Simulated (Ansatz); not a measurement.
AlWB (space group Cmcm)

```yaml
crystal:
  lattice:
    - [1.59698, -6.95717, 0.00000]
    - [1.59698, 6.95717, 0.00000]
    - [0.00000, 0.00000, 3.10063]
  atoms:
    - { symbol: Al, position: [0.69970, 0.30030, 0.25000] }
    - { symbol: Al, position: [0.30030, 0.69970, 0.75000] }
    - { symbol: B, position: [0.53428, 0.46572, 0.25000] }
    - { symbol: B, position: [0.46572, 0.53428, 0.75000] }
    - { symbol: W, position: [0.08995, 0.91005, 0.75000] }
    - { symbol: W, position: [0.91005, 0.08995, 0.25000] }
```

E(V) scan at fixed shape, V₀ the volume above. The atoms relax within the cell's symmetry.

All values below come from PBEsol (plane waves to 420 eV, PAW, scalar-relativistic; Ansatz, a program for electronic structure). k mesh 15×15×15 (Γ-centred), Fermi-Dirac smearing 0.05 eV. Energies are smeared free energies. Compression counts positive. AlWB is run without spin polarisation. AlWB was relaxed with its symmetry unable to fall. Spin-orbit coupling is left out, though W is heavy. The zero of ΔE is the relaxed starting cell.

```json
[
 {"V (Å³/atom)": "10.794", "ΔE (eV/atom)": "[?]", "P (GPa)": "16.9"},
 {"V (Å³/atom)": "10.909", "ΔE (eV/atom)": "0.023", "P (GPa)": "13.7"},
 {"V (Å³/atom)": "11.024", "ΔE (eV/atom)": "0.015", "P (GPa)": "10.7"},
 {"V (Å³/atom)": "11.139", "ΔE (eV/atom)": "0.008", "P (GPa)": "7.8"},
 {"V (Å³/atom)": "11.254", "ΔE (eV/atom)": "0.004", "P (GPa)": "5.1"},
 {"V (Å³/atom)": "11.368", "ΔE (eV/atom)": "0.001", "P (GPa)": "2.5"},
 {"V (Å³/atom)": "11.483", "ΔE (eV/atom)": "0.000", "P (GPa)": "0.0"},
 {"V (Å³/atom)": "11.598", "ΔE (eV/atom)": "0.001", "P (GPa)": "-2.3"},
 {"V (Å³/atom)": "11.713", "ΔE (eV/atom)": "0.003", "P (GPa)": "-4.5"},
 {"V (Å³/atom)": "11.828", "ΔE (eV/atom)": "0.007", "P (GPa)": "-6.6"},
 {"V (Å³/atom)": "11.942", "ΔE (eV/atom)": "0.013", "P (GPa)": "-8.6"},
 {"V (Å³/atom)": "12.057", "ΔE (eV/atom)": "0.020", "P (GPa)": "-10.5"},
 {"V (Å³/atom)": "12.172", "ΔE (eV/atom)": "0.028", "P (GPa)": "-12.2"}
]
```

Task: Fill in the missing entries.

Result: 
- 10.794, ΔE (eV/atom): 0.034

(Under strain, the slope of the energy per volume gives the stress and its curvature an elastic modulus.)
